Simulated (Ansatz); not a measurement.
The start is a relaxed CdS cell with every coordinate shifted by Gaussian noise of σ = 0.1 Å. The cell and all atomic positions are relaxed at zero pressure with PBE (plane waves to 420 eV, PAW, scalar-relativistic; Ansatz, a program for electronic structure). The first steps use a coarse 5×5×1 k-mesh.

Starting cell:
```
CELL_PARAMETERS angstrom
      4.19256     0.00000     0.00000
     -2.09628     3.63087     0.00000
      0.00000     0.00000    20.51560
ATOMIC_POSITIONS crystal
  Cd 0.97319 0.97327 0.99370
  Cd 0.98910 0.04883 0.49855
  Cd 0.68136 0.33018 0.83281
  Cd 0.36399 0.62571 0.32786
  Cd 0.68075 0.33847 0.16369
  Cd 0.28036 0.66313 0.66459
  S  0.02244 0.01956 0.87576
  S  0.00567 0.97471 0.38263
  S  0.69960 0.35280 0.71368
  S  0.34818 0.69641 0.20273
  S  0.68204 0.35131 0.04135
  S  0.39274 0.68142 0.54424
```

| Item | Value |
|---|---|
| Relative to the parent | It returns to the parent structure, P6₃mc (No. 186) |
| Shortest distances (start → end) | The closest pairs of elements (up to four, under 3.6 Å), start → end: Cd–S 2.34 → 2.56 Å |
| Optimiser moves | 4 |

It ends as:

Space group P6₃mc (No. 186); a = 4.1924 Å, b = 4.1924 Å, c = 20.5156 Å, α = 90.00°, β = 90.00°, γ = 120.00°

```json
[
 {"atom": "Cd", "site": "2a", "symmetry": "3m.", "x": "0.0000", "y": "0.0000", "z": "0.0007"},
 {"atom": "Cd", "site": "2b", "symmetry": "3m.", "x": "0.3333", "y": "0.6667", "z": "0.1672"},
 {"atom": "Cd", "site": "2b", "symmetry": "3m.", "x": "0.6667", "y": "0.3333", "z": "0.3339"},
 {"atom": "S", "site": "2a", "symmetry": "3m.", "x": "0.0000", "y": "0.0000", "z": "0.1259"},
 {"atom": "S", "site": "2b", "symmetry": "3m.", "x": "0.3333", "y": "0.6667", "z": "0.2924"},
 {"atom": "S", "site": "2b", "symmetry": "3m.", "x": "0.6667", "y": "0.3333", "z": "0.4591"}
]
```

Final values are on a 7×2×7 k-mesh of the relaxed cell. No spin polarisation in the result.

The first start was generated by placing the elements on the sites of a structure type. A measured structure of CdS has the same space group, P6₃mc (No. 186); the sites were not compared with it.
